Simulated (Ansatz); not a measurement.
Consider the following.

Al₂Cu:
```xyz
6
Lattice="-3.0257 3.0257 2.4436 3.0257 -3.0257 2.4436 3.0257 3.0257 -2.4436" Properties=species:S:1:pos:R:3 pbc="T T T"
Cu     0.0000     0.0000     3.6655
Cu     0.0000     0.0000     1.2218
Al     3.9856     0.9599     0.0000
Al     2.0658     0.9599     2.4436
Al    -0.9599     2.0658     2.4436
Al     0.9599     2.0658     0.0000
```

This is the PBE-relaxed structure.

Problem. All from PBE (plane waves, PAW; program Ansatz), unless another level is named. Give the bulk modulus (Birch–Murnaghan fit).

Solution. 994 kbar.

Problem. Next, the highest zone-centre frequency?

Solution. 312 cm⁻¹.

Space group I4/mcm. The cell was relaxed with PBE under the symmetry of its start; of distortions, only those at the zone centre were tested. No spin polarisation was allowed. As this level gives no gap, phonon frequencies hold no LO–TO term and depend on the k-mesh and smearing (Fermi–Dirac, 0.1 eV here).

Potentials: the later of the program's two PAW sets.
